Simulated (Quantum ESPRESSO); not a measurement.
# NMR parameters of KI

```
CELL_PARAMETERS angstrom
      0.00000     3.54243     3.54243
      3.54243     0.00000     3.54243
      3.54243     3.54243     0.00000
ATOMIC_POSITIONS crystal
  K  0.00000 0.00000 0.00000
  I  0.50000 0.50000 0.50000
```
Geometry: a computed entry of the Materials Project; it was not checked against measured cells. It is KI in Fm-3m. Stability against distortions was not tested.

These are absolute shieldings with no macroscopic susceptibility term; δ = σ_ref − σ needs a reference computed alike. By our sweeps, such settings leave a few ppm in absolute σ on light atoms and up to some 20 ppm from Zn on. No spin–orbit coupling; I is the heaviest element present. The datasets of I hold no d projectors, which limits absolute σ on these atoms.

Task: What do the calculations give at each independent site (shieldings by PBE GIPAW (a modified build of Quantum ESPRESSO, JTH PAW datasets), 20 Ha, k-mesh 5×5×5 shifted, f-sum rule met within 0.004 %)?

Result: 
| site | site symmetry | σ_iso (ppm) |
|---|---|---|
| K (atom 1) | m-3m | 1143 |
| I (atom 2) | m-3m | 4867 |
